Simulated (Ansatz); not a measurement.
A distorted cell of MoTe$_{2}$ (2H-MoS2 type, space group P6_3/mmc):

```yaml
crystal:
  lattice:
    - [3.54193, 0.00000, 0.00000]
    - [-1.77097, 3.06740, 0.00000]
    - [0.00000, 0.00000, 14.18201]
  atoms:
    - { symbol: Mo, position: [0.33333, 0.66667, 0.75000] }
    - { symbol: Mo, position: [0.66667, 0.33333, 0.25000] }
    - { symbol: Te, position: [0.33333, 0.66667, 0.12347] }
    - { symbol: Te, position: [0.66667, 0.33333, 0.62347] }
    - { symbol: Te, position: [0.62450, 0.30247, 0.86985] }
    - { symbol: Te, position: [0.33333, 0.66667, 0.37653] }
```

All values below come from r2SCAN+rVV10 (plane waves to 500 eV, PAW, scalar-relativistic; Ansatz, a first-principles code). k mesh 9×9×2 (Γ-centred), Fermi-Dirac smearing 0.05 eV. E stands for the smeared free energy. Stress and pressure are positive under compression. As the smearing reaches across the gap at some points, energies and forces of such displacements shift with the k mesh and the smearing. MoTe2 is run without spin polarisation. MoTe2 was relaxed with its symmetry unable to fall. Spin-orbit coupling is left out, though Te is heavy. The PAW data are Ansatz's earlier set.

What forces act on the atoms (eV/Å, Cartesian)?


```
atom      Fx      Fy      Fz
----  ------  ------  ------
Mo1   -0.744  -0.842  -1.316
Mo2   -0.003  -0.003   0.009
Te3   -0.006  -0.007  -0.032
Te4    0.045   0.031  -0.178
Te5    0.707   0.820   1.521
Te6    0.001   0.001  -0.005
```

Give the stress tensor in GPa and the pressure.


```
    0.6     -0.5      1.1
   -0.5      1.6      1.3
    1.1      1.3      2.9
```
The pressure, a third of the trace, is 1.7 GPa.

In it atom 5 sits (-0.095, -0.095, -0.095) Å away from its relaxed site. What is its energy relative to the relaxed cell?

136 meV/cell.

(A displaced cell: forces are minus the slopes of the energy, force constants its curvatures, and phonons follow from these.)
